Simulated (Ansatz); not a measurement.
Sn3O4 in space group Pbam (No. 55; Sn on 4h, Sn on 2c, O on 4g, O on 4h), plane-wave PAW PBE (Ansatz code). The conduction-band minimum lies at Γ, with 1 equivalent valley. Second derivatives d²E/dk² of the lowest band at one valley (eV·Å²), along Cartesian directions:

```
direction  d²E/dk²
---------  -------
[100]        9.573
[010]        12.54
[001]        19.73
[110]        11.06
[101]        14.65
[011]        16.13
```

**Question.** Find the principal effective masses, the density-of-states mass and the conductivity mass.

**Answer.** Off-diagonal terms follow from H_xy = H[110] − (H_xx + H_yy)/2, and m*/mₑ = 7.620 eV·Å² over each eigenvalue: 0.39, 0.61, 0.80. One valley's DOS mass (m₁m₂m₃)^(1/3) = 0.57, conductivity mass 3/(Σ 1/mᵢ) = 0.55 mₑ.

**Question.** What effective density of states Nc follows at 300 K for parabolic valleys?

**Answer.** Nc = 2.509e19 × 1 × (0.57)^(3/2) ≈ 1.1e19 cm⁻³.

The start of the workflow was typed in or built on a structure type; neither database checked (COD, Materials Project) lists it. Its standing as an ambient phase is unchecked. Symmetry was held in the PBE relaxation; whether a distortion lowers the energy is not shown. The volume moved by 42 % from the start of the relaxation. Spin–orbit coupling is left out wherever it is not named.

Potentials: the earlier of the program's two PAW sets.

Edges and masses are those of Kohn–Sham bands, whose gap is no quasiparticle gap.
